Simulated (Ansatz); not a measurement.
## Computed properties of GePt

GePt:
```
GePt
1.0
    3.72959     0.00000     0.00000
   -1.86480     3.22992     0.00000
    0.00000     0.00000     2.94671
Pt Ge
1 1
Direct
  0.00000   0.00000   0.00000
  0.66667   0.33333   0.50000
```

Space group P-6m2 (No. 187); conventional cell a = b = 3.730 Å, c = 2.947 Å, α = β = 90.00°, γ = 120.00°.

Method: the program Ansatz at the PBE level (PAW). Geometry: relaxed at this level of theory. Other levels are named where they apply.

### Cell and energy

- Volume per atom: 17.75 Å³
- Density: 12.52 g/cm³
- Formation energy from the elements (no fitted shifts): -0.23 eV/atom

### Electronic structure

Electronic character: metallic (no gap)
Density of states at the Fermi level: 0.36 states/eV per atom (mean over ±0.08 eV)

A made-up cell: these elements were put on the sites of a structure type; neither database checked (COD, Materials Project) lists it. COD files the formula under space group No. 62, so this cell is another polymorph or a model. Whether it is the stable phase at ambient conditions was not checked. The cell keeps a stress of up to 0.2 GPa. The PBE relaxation kept the symmetry of its start; its stability against distortions is not shown here. The run is not spin-polarised. The references are the lowest solids computed at this level, not always the standard phases. Scalar-relativistic: spin–orbit coupling is off unless named, which matters more the heavier the elements.

Potentials: the later of the program's two PAW sets.
